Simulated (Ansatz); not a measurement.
KCl (rock salt)

```xyz
4
Lattice="0.0000 6.3812 6.3812 3.1906 3.1906 6.3812 3.1906 3.1906 0.0000" Properties=species:S:1:pos:R:3 pbc="T T T"
Cl     0.0000     0.0000     0.0000
Cl     3.1906     6.3812     3.1906
K      3.1906     3.1906     3.1906
K      3.1906     6.3812     6.3812
```

The atoms are displaced by Q × the pattern below (from a DFPT mode at X = (0.5, 0.5, 0.0), largest move 1; Q in Å), at fixed cell. It is one choice among 2 degenerate patterns. (q is in reciprocal vectors of the primitive cell; the cell shown is doubled to hold the pattern.)

```json
[
 {"atom": "Cl1", "x": "0.000", "y": "0.962", "z": "0.000"},
 {"atom": "Cl2", "x": "0.000", "y": "-0.962", "z": "0.000"},
 {"atom": "K3", "x": "0.000", "y": "-1.000", "z": "0.000"},
 {"atom": "K4", "x": "0.000", "y": "1.000", "z": "0.000"}
]
```

These are PBE (plane waves to 420 eV, PAW, scalar-relativistic; Ansatz, an electronic-structure program) values and carry that method's errors. k mesh 9×9×9 (Γ-centred), Fermi-Dirac smearing 0.05 eV. The energy includes the smearing's −TS. KCl was relaxed with its symmetry unable to fall. ΔE is measured from the undisplaced structure.

| Q (Å) | ΔE (eV/cell) |
|---|---|
| -0.280 | 0.0764 |
| -0.187 | 0.0333 |
| -0.093 | 0.0082 |
| 0.000 | 0.0000 |
| 0.093 | 0.0082 |
| 0.187 | 0.0333 |
| 0.280 | 0.0764 |

Which DFPT wavenumber at X = (0.5, 0.5, 0.0) belongs to this mode?
A) 107 cm⁻¹
B) 130 cm⁻¹
C) 60 cm⁻¹

C, 60 cm⁻¹. The curvature of the scan gives 60 cm⁻¹

(For displaced atoms, the force is minus the slope of the energy, and its curvature is a force constant, which sets phonon frequencies.)
